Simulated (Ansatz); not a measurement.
Input:

Ti$_{3}$Al:
```
Ti3Al
1.0
    2.86176     0.00000     0.00000
   -1.43088     2.47836     0.00000
    0.00000     0.00000     9.04501
Ti Al
3 1
Direct
  0.66667   0.33333   0.00000
  0.33333   0.66667   0.75173
  0.33333   0.66667   0.24827
  0.66667   0.33333   0.50000
```

This is the LDA-relaxed structure.

Problem. All from DFT-LDA in the program Ansatz with PAW potentials, unless another level is named. Predict the Hill bulk and shear moduli.

Solution. 121 and 40.3 GPa.

Problem. Next, the highest zone-centre frequency?

Solution. 324 cm⁻¹.

Space group P-6m2. The first step of the workflow began from a Materials Project structure, measured or hypothetical; the Crystallography Open Database copy checked does not list it. With Ti and Al taken as one species the cell has the higher symmetry P6_3/mmc, so it may be an ordered model of a mixed-site phase. It is not the phase usual at ambient conditions (space group No. 194). Symmetry was held in the LDA relaxation; its stability against distortions is not shown here. The run is not spin-polarised. As this level gives no gap, shear constants depend on the k-mesh and smearing (Fermi–Dirac, 0.1 eV here). As this level gives no gap, phonon frequencies hold no LO–TO term and depend on the k-mesh and smearing (Fermi–Dirac, 0.1 eV here). On the denser mesh and wider smearing of the elastic run this cell carries a stress of 0.4 GPa.

Potentials: the later of the program's two PAW sets.
